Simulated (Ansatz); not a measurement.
Li (bcc, W type)

```
CELL_PARAMETERS angstrom
     -3.43518     3.43518     3.43518
      1.71759    -1.71759     1.71759
      1.71759     1.71759    -1.71759
ATOMIC_POSITIONS crystal
  Li 0.00000 0.00000 0.00000
  Li 0.50000 0.00000 0.00000
```

The atoms are displaced by Q × the pattern below (from a DFPT mode at N = (0.5, 0.0, 0.0), largest move 1; Q in Å), at fixed cell. (q is in reciprocal vectors of the primitive cell; the cell shown is doubled to hold the pattern.)

```
atom       x      y      z
----  ------  -----  -----
Li1    1.000  0.000  0.000
Li2   -1.000  0.000  0.000
```

Computed with PBE (plane waves to 420 eV, PAW, scalar-relativistic; Ansatz, a program for electronic structure). k mesh 19×19×19 (Γ-centred), Fermi-Dirac smearing 0.05 eV. E stands for the smeared free energy. With partly filled bands, energies and forces of such displacements shift with the k mesh and the smearing. Li was relaxed with its symmetry unable to fall. The zero of ΔE is the undisplaced structure. The last digit holds for this mesh only.

```tsv
Q (Å)	ΔE (meV/cell)
-0.2800	70.1
-0.2333	withheld
-0.1867	31.6
-0.1400	17.8
-0.0933	7.8
-0.0467	1.9
0.0000	0.0
0.0467	1.9
0.0933	7.8
0.1400	17.8
0.1867	31.6
0.2333	withheld
0.2800	70.1
```

Task: Fit an even polynomial form (powers 2, 4) to the given rows and predict ΔE at Q = -0.2333.

Result: Least squares on the 11 given rows: ΔE = (913.1)·Q² + (-239.6)·Q⁴, in meV/cell with Q in Å; root-mean-square residual 0.07 meV/cell. At -0.2333 the fit gives 49.0 meV/cell; the calculation gives 49.2 meV/cell, so the interpolation is off by -0.2 (-0.4 %). The quadratic term alone would give 49.7 meV/cell.

(For displaced atoms, the force is minus the slope of the energy, and its curvature is a force constant, which sets phonon frequencies.)
